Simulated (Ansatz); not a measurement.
TiAu (CsCl type), conventional cell a = 3.218 Å, b = 3.218 Å, c = 3.218 Å, α = 90.00°, β = 90.00°, γ = 90.00°. The calculation uses the primitive cell of 2 atoms, to which meshes and values per cell refer.

This relaxed cell (volume V₀) is scaled evenly in all directions, its shape held. Symmetry pins the atoms to their sites.

These are PBEsol (plane waves to 420 eV, PAW, scalar-relativistic; Ansatz, a quantum-chemistry and plane-wave program) values and carry that method's errors. k mesh 14×14×14 (Γ-centred), Fermi-Dirac smearing 0.05 eV. E stands for the smeared free energy. Spin-orbit coupling is left out, though Au is heavy. TiAu is run without spin polarisation. TiAu was relaxed with its symmetry unable to fall. ΔE is measured from the relaxed starting cell.

Q: Give the computed ΔE (meV/atom) at V/V₀ = 0.840, 0.872, 0.968, 1.064, 1.128.

A: 
| V/V₀ | ΔE (meV/atom) |
|---|---|
| 0.840 | 295 |
| 0.872 | 176 |
| 0.968 | 9 |
| 1.064 | 30 |
| 1.128 | 108 |

(A scan under strain: stresses follow from slopes of the energy per volume, elastic moduli from its curvatures.)
